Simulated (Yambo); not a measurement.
Consider the following.

```
AlAs
1.0
    0.00000     2.83745     2.83745
    2.83745     0.00000     2.83745
    2.83745     2.83745     0.00000
Al As
1 1
Direct
  0.00000   0.00000   0.00000
  0.25000   0.25000   0.25000
```

Workflow: PBE (stringent potentials; Quantum ESPRESSO, PseudoDojo norm-conserving, 104 Ry, without SOC), then G0W0 in Yambo (4×4×4 Γ-centred k mesh, bands 5 to 202 and a 15 Ry block in the screening, 202 bands in G with the Bruneval-Gonze terminator, plasmon pole fitted at 27.2 eV).

### Question
Give the PBE and G0W0 gaps between the band edges found on this mesh, and say where the edges lie.

### Answer
Edges: Γ → X. PBE: 1.45 eV; G0W0: 2.07 eV. Nearest settings tried, and what they do to the gap: 105 bands in G: +2 meV; 105 bands in W, 105 bands in G: -59 meV; 9 Ry block (169 vectors against 331): -34 meV. Not varied: mesh. So the settings aren't converged at that level. Spin-orbit splittings are left out.

Geometry relaxed with PBEsol.
